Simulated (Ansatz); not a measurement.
BiAu2 (cubic Laves (MgCu2 type), space group No. 227) under volume change, DFT-LDA in the program Ansatz with PAW potentials, scaled uniformly.

```tsv
V (Å³/atom)	E − E(relaxed) (meV/atom)	P (GPa)
18.536	___	___
19.147	___	___
19.758	8.2	4.43
20.369	0.0	0.00
20.980	7.2	-3.67
21.591	27.2	-6.70
22.202	57.6	-9.19
```

### Question
Fill in the missing entries.

### Answer

- 18.536, E − E(relaxed) (meV/atom): 84.1
- 18.536, P (GPa): 16.22
- 19.147, E − E(relaxed) (meV/atom): 34.9
- 19.147, P (GPa): 9.77

### Question
What does a third-order Birch–Murnaghan fit give for V₀, B₀ and B′?

### Answer
V₀ = 20.37 Å³/atom, B₀ = 134 GPa, B′ = 5.3.

Space group Fd-3m (cubic Laves (MgCu2 type)). The first step of the workflow began from a Materials Project structure, measured or hypothetical; the Crystallography Open Database files this formula in space group No. 227, but the cells were not matched. Its standing as an ambient phase is unchecked. The LDA relaxation kept the symmetry of its start; of distortions, only those at the zone centre were tested. Scalar-relativistic: spin–orbit coupling is off unless named, which matters more the heavier the elements.

Potentials: the later of the program's two PAW sets.
